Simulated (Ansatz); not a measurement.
An Ansatz input:

```yaml
crystal:
  lattice:
    - [2.4328162504, 0.0, 0.0]
    - [-1.2164081252, 2.1068806756, 0.0]
    - [0.0, 0.0, 4.3532882775]
  atoms:
    - { symbol: Cr, position: [0.3333333333, 0.6666666667, 0.25], spin: 1.5 }
    - { symbol: Cr, position: [0.6666666667, 0.3333333333, 0.75], spin: 1.5 }
hamiltonian:
  xc: lda
  pseudopotentials:
    kind: paw
    azcp:
      Cr: "pseudopotentials/Cr.paw.azcp"
basis:
  ecutwfc: 420
  fft_grid_basis: typed
kpoints:
  mp_grid: { grid: [24, 24, 12], shift: [0, 0, 0] }
magnetization:
  spin_polarized: true
scf:
  occupations: { method: fermi_dirac, width: 0.05 }
```

and its output:

```
Warning: the record states the generating functional pbe (its physics header spells it `PBE`), which answers neither for hamiltonian.xc's functional nor for the lda family's — results may be inconsistent (PPs are generated against a specific XC)
Engine: ansatz 0.2.0, aarch64-unknown-linux-gnu
Pseudopotentials: kind: paw
Pseudopotential: Cr, paw, valence charge 14, recommended cutoff 420 eV (normal) 
Functional definition: SPW92
  exchange = slater_x
  correlation = pw_c
Crystal: 2 atoms, lattice volume = 22.313 Å³
Basis set: ecut = 420 eV, 405 PW (Γ)
Bands: 20, of which v1, the nominal top of the filled ones, is band 14 counted from 1 (13 counted from 0)
Symmetry: 24 space group operations
Space group: P63/mmc (ITA 194), of the structure as read, at distance tolerance 2.8e-5 Å
Magnetic group: BNS 194.263 (UNI 1493), of the structure as read, at distance tolerance 2.8e-5 Å
k-points: 427 of 6912
Non-local potential: Cr, projectors of the file, l = 0: 3, l = 1: 2, l = 2: 3, l = 3: 1
PAW form: soft (Blöchl's): semilocal exchange-correlation on the pseudo side does not see the compensation charge
PAW frozen core: Cr, regenerated for the run's functional, and the local potential with it (the file was generated under x = pbe(κ = 0.804, μ = 0.2195149727645171), c = pbe(β = 0.06672455060314922))
PAW one-centre angular grid: Cr, 590 points (default); XC on 64 Gauss nodes
Initial density: superposition of atomic densities (chi_scale 0.1, normalization cell)
Starting moments: Σ|m| = 3 μB on 2 of 2 sites
Initial wavefunctions: pseudopotential atomic-orbital guess
Functional: x = slater, c = lda
SCF iter   1: F=—  HF=-6651.110441 eV  |F-HF|=—  |Δ(HF+E_count)|=         —  Δρ=2.24e-1 (↑2.24e-1 ↓6.91e-2)  dr2=1.06e1  dr2_m=2.55e0  M=0.352 μB ∫|m|=0.352 μB  β_m=0.30  ethr=3.10e-3  ⟨swp⟩=3.3  Hψ=60043  notcnv=0
Mixer restart at iter 1: flushing history
SCF iter   2: F=—  HF=-6646.863159 eV  |F-HF|=—  |Δ(HF+E_count)|=    4.25e0  Δρ=1.35e-1 (↑1.35e-1 ↓4.88e-2)  dr2=3.19e0  dr2_m=1.23e0  M=0.348 μB ∫|m|=0.348 μB  β_m=0.50  ethr=3.10e-3  ⟨swp⟩=2.0  Hψ=38025  notcnv=0  defer=513
SCF iter   3: F=—  HF=-6645.247819 eV  |F-HF|=—  |Δ(HF+E_count)|=    1.62e0  Δρ=2.85e-2 (↑2.85e-2 ↓2.59e-2)  dr2=4.67e-2  dr2_m=1.31e-1  M=0.179 μB ∫|m|=0.179 μB  β_m=0.69  ethr=3.10e-3  ⟨swp⟩=2.4  Hψ=32609  notcnv=0  defer=512
SCF iter   4: F=—  HF=-6645.294745 eV  |F-HF|=—  |Δ(HF+E_count)|=   4.69e-2  Δρ=3.34e-3 (↑2.71e-3 ↓3.34e-3)  dr2=8.17e-4  dr2_m=1.56e-3  M=0.025 μB ∫|m|=0.025 μB  β_m=0.85  ethr=1.67e-4  ⟨swp⟩=2.4  Hψ=39142  notcnv=0  defer=287
SCF iter   5: F=—  HF=-6645.298530 eV  |F-HF|=—  |Δ(HF+E_count)|=   3.78e-3  Δρ=2.17e-3 (↑9.82e-4 ↓2.17e-3)  dr2=1.36e-3  dr2_m=1.03e-4  M=0.007 μB ∫|m|=0.007 μB  β_m=0.82  ethr=2.92e-6  ⟨swp⟩=2.0  Hψ=31551  notcnv=0  defer=287
SCF iter   6: F=—  HF=-6645.298080 eV  |F-HF|=—  |Δ(HF+E_count)|=   4.49e-4  Δρ=6.36e-4 (↑6.36e-4 ↓6.15e-4)  dr2=2.43e-4  dr2_m=3.67e-8  M=0.000 μB ∫|m|=0.000 μB  β_m=0.77  ethr=2.92e-6  ⟨swp⟩=2.0  Hψ=33773  notcnv=0  defer=287
SCF iter   7: F=—  HF=-6645.298034 eV  |F-HF|=—  |Δ(HF+E_count)|=   4.63e-5  Δρ=1.59e-4 (↑1.59e-4 ↓5.06e-5)  dr2=6.12e-6  dr2_m=8.15e-7  M=0.000 μB ∫|m|=0.000 μB  β_m=0.89  ethr=8.67e-7  ⟨swp⟩=2.0  Hψ=22013  notcnv=0  defer=287
SCF iter   8: F=—  HF=-6645.298033 eV  |F-HF|=—  |Δ(HF+E_count)|=   1.07e-6  Δρ=2.72e-5 (↑2.72e-5 ↓5.78e-6)  dr2=1.47e-7  dr2_m=3.41e-8  M=0.000 μB ∫|m|=0.000 μB  β_m=0.83  ethr=2.19e-8  ⟨swp⟩=2.1  Hψ=22262  notcnv=0  defer=287
SCF iter   9: F=—  HF=-6645.298033 eV  |F-HF|=—  |Δ(HF+E_count)|=   3.19e-8  Δρ=2.27e-6 (↑2.27e-6 ↓6.99e-7)  dr2=6.42e-10  dr2_m=3.95e-10  M=-0.000 μB ∫|m|=0.000 μB  β_m=0.91  ethr=5.26e-10  ⟨swp⟩=2.4  Hψ=25081  notcnv=0  defer=287
SCF iter  10: F=—  HF=-6645.298033 eV  |F-HF|=—  |Δ(HF+E_count)|=  7.23e-10  Δρ=4.90e-7 (↑3.17e-7 ↓4.90e-7)  dr2=3.47e-11  dr2_m=2.43e-11  M=-0.000 μB ∫|m|=0.000 μB  β_m=0.96  ethr=2.29e-12  ⟨swp⟩=2.4  Hψ=27049  notcnv=0  defer=287
SCF iter  11: F=-6645.298033 eV  HF=-6645.298033 eV  |F-HF|=9.09e-13  |Δ(HF+E_count)|=  3.46e-11  Δρ=5.64e-8 (↑4.11e-8 ↓5.64e-8)  dr2=1.46e-12  dr2_m=7.00e-14  M=-0.000 μB ∫|m|=0.000 μB  ethr=1.00e-12  ⟨swp⟩=2.3  Hψ=44907  notcnv=0
SCF 1 converged in 11 iterations: F = -6645.298033 eV  dr2 = 1.46e-12
WARN: the starting moments were not kept: the SCF closed with an absolute magnetisation of 5.7e-7 μB, where they sum to 3 μB in size (2 sites). That is at most 0.1 of that sum. Measured as dr2_m measures the in/out step, that magnetisation stands 7.2e-14 eV from none, at or under the dr2_threshold of 1.0e-7 eV: it is no larger than a step whose dr2_m would equal this threshold. The system may hold no moment; this SCF shows only that its start led to no more than that. To try another start: raise the starting moments (crystal.atoms[].spin, magnetization.per_species, magnetization.initial_magnetization, or on a non-collinear deck that types none of these the spinor_matrix: blocks that start its atoms; where the total moment is fixed, keep their sum and leave initial_magnetization as it is; typed ones take the place of any that the run laid by itself, positive ones on a crystal's lanthanoids without a Hubbard term where scf.initial_density.shell_occupations: [] is typed) or, if the notice of its spin-set hold's release reads "site moments contracting" or "site moments show no strong build", lengthen the hold (scf.mixing.spin_hold: { on: { confirm: 4 } }; for m-r²SCAN on two components see the key's manual first). Each may lead to a state that holds a moment. A second SCF, from the converged charge density, with the starting moments and any scf.initial_density.shell_occupations laid on it anew, would have followed, and was not run: the deck does not ask for one (magnetization.retry_lost_moments is false, the default). To let it run, set magnetization.retry_lost_moments: true and run the deck again, where that key's refused combinations let it; where memory then withholds it, that run's warning says so.
SCF converged after 11 iterations
Magnetization: -0.0000 μB (14.0000 up, 14.0000 down)
Absolute magnetization: 0.0000 μB (∫|ρ↑−ρ↓|, with the PAW one-centre terms)
Spin contamination: 0.0000 ħ² per cell (⟨S²⟩ above its minimum at these occupations)
Per-site moments (μB) at R_I (Å): [(-2.0367935974600056e-7, 1.003536703293333), (-2.0367935963561706e-7, 1.003536703293333)]
Free energy (F): -6645.298033 eV
Harris-Foulkes:  -6645.298033 eV  (|F-HF|=9.09e-13)
Internal energy: -6645.273012 eV  (E = F + TS)
E sigma→0 (E₀):  -6645.285522 eV
Entropy (-TS):   -0.025021 eV (-12.511 meV/atom)
Fermi energy:    19.685556 eV
--- Per-component energies (eV) ---
  E_band       = -267.208108
  E_kinetic    = 691.170509
  E_local      = -2314.127523  (includes V_loc(G=0)·N_el)
  E_nonlocal   = 168.730716
  E_hartree    = 1014.072319
  E_xc         = -279.170484
  E_vxc        = -358.140463  (∫ρ·V_xc dr)
  E_paw        = -2283.314046  (= ΣΔE_a)
  E_vpaw       = -482.986570  (= ΣTr[D̂ρ^β])
  E_aug_tail   = 0.000659  (compensation charges beyond the density's cutoff)
  E_ewald      = -3643.365412
  E_core_change = 0.730249  (= ΣΔE_core)
  E_smearing   = -0.025021  (= −TS)
  E_closure    = 0.000000  (closes the sum)
  Σ components = -6645.298033   (vs F -6645.298033, Δ=0.00e0)
```
